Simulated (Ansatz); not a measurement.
This cell of Rh (fcc, Cu type) is off equilibrium:

```yaml
crystal:
  lattice:
    - [0.00000, 3.80000, 3.80000]
    - [1.90000, 0.00000, 1.90000]
    - [1.90000, 1.90000, 0.00000]
  atoms:
    - { symbol: Rh, position: [0.97721, 0.01519, 0.01519] }
    - { symbol: Rh, position: [0.52279, 0.98481, 0.98481] }
```

These are r2SCAN (plane waves to 500 eV, PAW, scalar-relativistic; Ansatz, a first-principles code) values and carry that method's errors. k mesh 21×21×21 (Γ-centred), Fermi-Dirac smearing 0.05 eV. Stress and pressure are positive under compression. With partly filled bands, energies and forces of such displacements shift with the k mesh and the smearing. Rh is run without spin polarisation. Rh was relaxed with its symmetry unable to fall.

Task: Predict the force on every atom, in eV/Å.

Result: 
```tsv
atom	Fx	Fy	Fz
Rh1	-1.326	1.326	1.326
Rh2	1.326	-1.326	-1.326
```

Task: What is the stress tensor (GPa)?

Result: 
```
    6.5     -1.6     -1.6
   -1.6      6.5      1.6
   -1.6      1.6      6.5
```
The pressure, a third of the trace, is 6.5 GPa.

(For displaced atoms, the force is minus the slope of the energy, and its curvature is a force constant, which sets phonon frequencies.)
